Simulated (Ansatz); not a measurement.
An Ansatz input:

```yaml
crystal:
  lattice:
    - [-1.3779765466, 1.3779765466, 1.3779765466]
    - [1.3779765466, -1.3779765466, 1.3779765466]
    - [1.3779765466, 1.3779765466, -1.3779765466]
  atoms:
    - { symbol: Ni, position: [0.0, 0.0, 0.0] }
hamiltonian:
  xc: r2scan
  pseudopotentials:
    kind: paw
    azcp:
      Ni: "pseudopotentials/Ni.paw.azcp"
basis:
  ecutwfc: 500
  fft_grid_basis: typed
kpoints:
  mp_grid: { grid: [18, 18, 18], shift: [0, 0, 0] }
magnetization:
  spin_polarized: false
scf:
  occupations: { method: fermi_dirac, width: 0.1 }
  lower_state_search: "off"
output:
  stress: true
```

Output

```
Engine: ansatz 0.2.0, x86_64-unknown-linux-gnu
Pseudopotentials: kind: paw
Pseudopotential: Ni, paw, valence charge 18, recommended cutoff 500 eV (meta_gga) 
Functional definition: r2SCAN
  parameter k0 = 0.174
  parameter k1 = 0.065
  parameter a1 = 4.9479
  exchange = r2scan_x(k0 = k0, k1 = k1, a1 = a1)
  correlation = r2scan_c
Crystal: 1 atoms, lattice volume = 10.466 Å³
Basis set: ecut = 500 eV, 249 PW (Γ), exchange–correlation on 72×72×72 points (64 copies of the dense FFT grid, shifted against one another)
Bands: 13, of which v1, the nominal top of the filled ones, is band 9 counted from 1 (8 counted from 0)
Symmetry: 48 space group operations
Space group: Im-3m (ITA 229), of the structure as read, at distance tolerance 2.2e-5 Å
k-points: 195 of 5832
Non-local potential: Ni, projectors of the file, l = 0: 3, l = 1: 2, l = 2: 3, l = 3: 1
PAW form: soft (Blöchl's): semilocal exchange-correlation on the pseudo side does not see the compensation charge
PAW frozen core: Ni, regenerated for the run's functional (the file was generated under x = pbe(κ = 0.804, μ = 0.2195149727645171), c = pbe(β = 0.06672455060314922))
PAW one-centre angular grid: Ni, 590 points (default); XC on 160 Gauss nodes
Initial density: superposition of atomic densities (neutral atoms: chi_scale 0, normalization atom), corrected by the library's trained network
Initial wavefunctions: pseudopotential atomic-orbital guess
Functional: x = r2scan, c = r2scan; τ floored in thin density (d = 2e-4 eV/Å³)
SCF iter   1: F=-5845.135970 eV  HF=-5845.090192 eV  |F-HF|=4.58e-2  |Δ(HF+E_count)|=         —  Δρ=1.92e-2  dr2=2.15e-2  dr2_τ=3.29e-2  ethr=1.77e-3  ⟨swp⟩=5.5  Hψ=14323  notcnv=0
SCF iter   2: F=-5845.138231 eV  HF=-5845.145119 eV  |F-HF|=6.89e-3  |Δ(HF+E_count)|=   5.49e-2  Δρ=8.98e-3  dr2=3.58e-3  dr2_τ=2.96e-4  ethr=1.20e-4  ⟨swp⟩=2.7  Hψ=7132  notcnv=0
SCF iter   3: F=-5845.141690 eV  HF=-5845.144467 eV  |F-HF|=2.78e-3  |Δ(HF+E_count)|=   6.52e-4  Δρ=9.12e-3  dr2=4.95e-3  dr2_τ=2.15e-5  ethr=1.99e-5  ⟨swp⟩=2.0  Hψ=5591  notcnv=0
SCF iter   4: F=-5845.143801 eV  HF=-5845.143904 eV  |F-HF|=1.03e-4  |Δ(HF+E_count)|=   5.63e-4  Δρ=1.40e-3  dr2=1.03e-4  dr2_τ=2.92e-6  ethr=1.99e-5  ⟨swp⟩=2.4  Hψ=4312  notcnv=0
SCF iter   5: F=-5845.143769 eV  HF=-5845.143918 eV  |F-HF|=1.50e-4  |Δ(HF+E_count)|=   1.39e-5  Δρ=1.77e-3  dr2=1.85e-4  dr2_τ=7.35e-7  ethr=5.71e-7  ⟨swp⟩=1.1  Hψ=3585  notcnv=0
SCF iter   6: F=-5845.143871 eV  HF=-5845.143891 eV  |F-HF|=2.05e-5  |Δ(HF+E_count)|=   2.72e-5  Δρ=6.69e-4  dr2=2.67e-5  dr2_τ=2.88e-7  ethr=5.71e-7  ⟨swp⟩=2.2  Hψ=4169  notcnv=0
SCF iter   7: F=-5845.143883 eV  HF=-5845.143884 eV  |F-HF|=7.90e-7  |Δ(HF+E_count)|=   7.55e-6  Δρ=1.34e-4  dr2=1.16e-6  dr2_τ=1.46e-8  ethr=1.48e-7  ⟨swp⟩=2.1  Hψ=3514  notcnv=0
SCF iter   8: F=-5845.143883 eV  HF=-5845.143883 eV  |F-HF|=2.85e-9  |Δ(HF+E_count)|=   1.10e-7  Δρ=1.18e-5  dr2=1.16e-8  dr2_τ=3.50e-10  ethr=5.56e-10  ⟨swp⟩=4.1  Hψ=11791  notcnv=0
SCF 1 converged in 8 iterations: F = -5845.143883 eV  dr2 = 1.16e-8
SCF converged after 8 iterations
Free energy (F): -5845.143883 eV
Harris-Foulkes:  -5845.143883 eV  (|F-HF|=2.85e-9)
Internal energy: -5845.086269 eV  (E = F + TS)
E sigma→0 (E₀):  -5845.115076 eV
Entropy (-TS):   -0.057614 eV (-57.614 meV/atom)
Fermi energy:    18.630838 eV
--- Per-component energies (eV) ---
  E_band       = -293.800039
  E_kinetic    = 283.061404
  E_local      = -3382.388914  (includes V_loc(G=0)·N_el)
  E_nonlocal   = 641.557302
  E_hartree    = 1417.353357
  E_xc         = -78.867612
  E_vxc        = -117.049018  (∫ρ·V_xc dr)
  E_paw        = -1645.117632  (= ΣΔE_a)
  E_vpaw       = -562.352851  (= ΣTr[D̂ρ^β])
  E_aug_tail   = 0.000245  (compensation charges beyond the density's cutoff)
  E_vtau       = 8.657432  (kinetic-family band-sum trace: ∫τ·v_τ [+ j·A + Jᵃ·Aᵃ] dr)
  E_ewald      = -3080.384351
  E_core_change = -0.300069  (= ΣΔE_core)
  E_smearing   = -0.057614  (= −TS)
  E_closure    = -0.000000  (closes the sum)
  Σ components = -5845.143883   (vs F -5845.143883, Δ=0.00e0)
--- Stress (GPa, compression-positive) ---
       -0.083864       0.000000      -0.000000
       -0.000000      -0.083864       0.000000
        0.000000       0.000000      -0.083864
  P = ⅓ Tr σ = -0.0839 GPa (-0.839 kbar)
```

Launched by

```sh
ansatz run input.yaml --threads 1 --pin off --max-ram 3584MiB --backend cpu --events-out ev --progress --plain --runs-dir out
```

On 1 thread of Intel(R) Xeon(R) Platinum 8259CL CPU @ 2.50GHz (Skylake/Cascade Lake) (shared host) this took about 4.5 s of wall time and 4.5 s of CPU time.
